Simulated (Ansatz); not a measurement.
Ag2S:
```
Ag2S
1.0
    5.04540     0.00000     0.00000
    0.00000     5.35510     0.00000
    0.00000     0.00000     4.11935
Ag S
4 2
Direct
  0.73991   0.84239   0.10768
  0.23991   0.65761   0.89232
  0.26009   0.15761   0.10768
  0.76009   0.34239   0.89232
  0.50000   0.50000   0.36134
  0.00000   0.00000   0.63866
```

Relaxed with LDA. Special points in fractions of this cell's reciprocal vectors: Γ (0.000, 0.000, 0.000); X (0.500, 0.000, 0.000); S (0.500, 0.500, 0.000); Y (0.000, 0.500, 0.000); Z (0.000, 0.000, 0.500); U (0.500, 0.000, 0.500); R (0.500, 0.500, 0.500); T (0.000, 0.500, 0.500).

Problem. List the band energies nearest the valence-band maximum at these points for LDA (plane waves, PAW; program Ansatz).

Solution. In eV from the valence-band maximum; about four levels below and three above (degenerate sets whole), none deeper than 8.9 eV; points with the same levels are listed once.

| k | below | above |
|---|---|---|
| Γ | -1.29 -1.29 -0.76 -0.73 | 0.22 0.57 2.84 |
| X | -2.06 -2.06 -0.13 -0.13 | 1.96 1.96 3.35 3.35 |
| S | -1.09 -1.09 -0.65 -0.65 | 1.63 1.63 3.24 3.24 |
| Y | -2.01 -2.01 -0.64 -0.64 | 1.96 1.96 4.15 4.15 |
| Z | -2.55 -2.36 -0.70 0.00 | 1.70 3.40 3.57 |
| U | -1.64 -1.64 -1.43 -1.43 | 1.03 1.03 3.32 3.32 |
| R | -2.63 -2.63 -2.19 -2.19 | 1.78 1.78 5.20 5.20 |
| T | -1.61 -1.61 -1.33 -1.33 | 1.79 1.79 4.01 4.01 |

Space group P2_12_12. The first step of the workflow began from a Materials Project structure, measured or hypothetical; the Crystallography Open Database copy checked does not list it. COD files the formula under space group No. 4, 14, so this cell is another polymorph or a model. Whether it is the stable phase at ambient conditions was not checked. The LDA relaxation kept the symmetry of its start; its stability against distortions is not shown here. The run is not spin-polarised. A crystal of weakly bound layers computed without a dispersion correction: the cell and the soft elastic constants depend strongly on that. Spin–orbit coupling is left out wherever it is not named.

Potentials: the later of the program's two PAW sets.
